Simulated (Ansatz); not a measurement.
# Relaxing a structure of TiC

The start is a generated cell, TiC placed in the CsCl structure type. The structure is fully relaxed (lattice and positions, P = 0) with r2SCAN (plane waves to 500 eV, PAW, scalar-relativistic; Ansatz, a quantum-chemistry and plane-wave program). The first steps use a coarse 8×8×8 k-mesh.

Initial structure:
```
TiC
1.0
    2.83619     0.00000     0.00000
    0.00000     2.83619     0.00000
    0.00000     0.00000     2.83619
Ti C
1 1
Direct
  0.00000   0.00000   0.00000
  0.50000   0.50000   0.50000
```

```yaml
outcome: The space group stays Pm-3m (No. 221) (the run could not lower it); the end is CsCl type, with 2 atoms in the primitive cell
energy_released: 0.13 eV/atom
volume_change: -13.3 %, from 11.41 to 9.89 Å³/atom
Shortest distances (start → end): "The closest pairs of elements (up to four, under 3.6 Å), start → end: C–Ti 2.46 → 2.34 Å; Ti–Ti 2.84 → 2.70 Å; C–C 2.84 → 2.70 Å"
band_gap_at_the_end: no gap (metallic)
optimiser_moves: 7
```

The end point of the relaxation:

```cif
data_CTi
_chemical_formula_sum 'Ti1 C1'
_space_group_name_H-M_alt 'Pm-3m'
_space_group_IT_number 221
_space_group_name_Hall '-P 4 2 3'
_cell_length_a 2.70419
_cell_length_b 2.70419
_cell_length_c 2.70419
_cell_angle_alpha 90.000
_cell_angle_beta 90.000
_cell_angle_gamma 90.000
loop_
_atom_site_label
_atom_site_type_symbol
_atom_site_symmetry_multiplicity
_atom_site_Wyckoff_symbol
_atom_site_fract_x
_atom_site_fract_y
_atom_site_fract_z
_atom_site_occupancy
Ti1 Ti 1 a 0.00000 0.00000 0.00000 1
C1 C 1 b 0.50000 0.50000 0.50000 1
```

Final values are on a 17×17×17 k-mesh of the relaxed cell. No spin polarisation in the result. A magnetic state may lie lower.

The run could not lower the symmetry of its start; a shaken copy of this end point relaxes with r2SCAN to P6₃/mmc (No. 194), 1.11 eV/atom lower.

The relaxed structure here is a generated cell of TiC: the first start was made by placing the elements on the sites of a structure type, and the end was not matched to a known phase here, so it may be hypothetical. Known forms of TiC include space group No. 225.
